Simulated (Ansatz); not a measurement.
Rh (fcc (Cu type), Fm-3m) under volume change, the program Ansatz at the PBEsol level (PAW), scaled uniformly.

| V (Å³/atom) | E − E(relaxed) (meV/atom) | P (GPa) |
|---|---|---|
| 12.289 | 122.2 | 35.43 |
| 12.694 | 50.9 | 21.42 |
| 13.099 | 12.0 | 9.74 |
| 13.504 | 0.0 | 0.00 |
| 13.910 | 10.6 | -8.11 |
| 14.315 | 39.9 | -14.84 |
| 14.720 | 84.6 | -20.42 |

What does a third-order Birch–Murnaghan fit give for V₀, B₀ and B′?

V₀ = 13.50 Å³/atom, B₀ = 295 GPa, B′ = 5.1.

The cell was relaxed with PBEsol under the symmetry of its start. The run is not spin-polarised.

Potentials: the earlier of the program's two PAW sets.
